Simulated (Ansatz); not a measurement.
**CuAu (CuAu type, space group P4/mmm), map of one atom of the cell**

CuAu (CuAu type, space group P4/mmm)

```
CuAu
1.0
    2.88152     0.00000     0.00000
    0.00000     2.88152     0.00000
    0.00000     0.00000     3.61476
Cu Au
1 1
Cartesian
  1.44076   1.44076   1.80738
  0.00000   0.00000   0.00000
```

Two-dimensional scan of atom 2 (Au, nearest neighbour Cu at 2.724 Å; its periodic images, 2.9 Å or more away, move with it): u runs along (0.707, 0.707, 0.000), v along (0.000, 0.000, 1.000) (Cartesian). Cell and other atoms are fixed.

Calculation: PBE (plane waves to 420 eV, PAW, scalar-relativistic; Ansatz, an electronic-structure program). k mesh 13×13×10 (Γ-centred), Fermi-Dirac smearing 0.05 eV. Energies are smeared free energies. Points where atoms come too close for the PAW data are left out (x in tables, blank in figures). With partly filled bands, energies and forces of such displacements shift with the k mesh and the smearing. Fu and Fv are the components of the force on the atom. CuAu is run without spin polarisation. CuAu was relaxed with its symmetry unable to fall. Spin-orbit coupling is left out, though Au is heavy. The zero of ΔE is the undisplaced structure. Axes are in Å.

ΔE (meV/cell), with u across and v down:

| v \ u | -0.680 | -0.453 | -0.227 | 0.000 | 0.227 | 0.453 | 0.680 |
|---|---|---|---|---|---|---|---|
| -0.680 | x | x | 1942 | 1518 | 1942 | x | x |
| -0.453 | x | 1687 | 879 | 651 | 879 | 1687 | x |
| -0.227 | 1614 | 710 | 281 | 157 | 281 | 710 | 1614 |
| 0.000 | 1058 | 407 | 91 | 0 | 91 | 407 | 1058 |
| 0.227 | 1614 | 710 | 281 | 157 | 281 | 710 | 1614 |
| 0.453 | x | 1687 | 879 | 651 | 879 | 1687 | x |
| 0.680 | x | x | 1942 | 1518 | 1942 | x | x |

Fv (eV/Å), with u across and v down:

```csv
v \ u,-0.680,-0.453,-0.227,0.000,0.227,0.453,0.680
-0.680,x,x,5.77,4.67,5.77,x,x
-0.453,x,6.00,3.63,2.98,3.63,6.00,x
-0.227,5.03,2.73,1.70,1.41,1.70,2.73,5.03
0.000,0.00,0.00,0.00,0.00,0.00,0.00,0.00
0.227,-5.03,-2.73,-1.70,-1.41,-1.70,-2.73,-5.03
0.453,x,-6.00,-3.63,-2.98,-3.63,-6.00,x
0.680,x,x,-5.77,-4.67,-5.77,x,x
```

Key numbers:

Principal force constants in the plane (five-point differences of the forces): 3.4 and 6.1 eV/Å². Softest direction at the centre: along u. Centre of the map: a minimum. Lowest place on the grid: u = 0.000 Å, v = 0.000 Å (0 meV/cell).

The 49 points together took about 21 core-minutes (a rough figure).

(For displaced atoms, the force is minus the slope of the energy, and its curvature is a force constant, which sets phonon frequencies.)
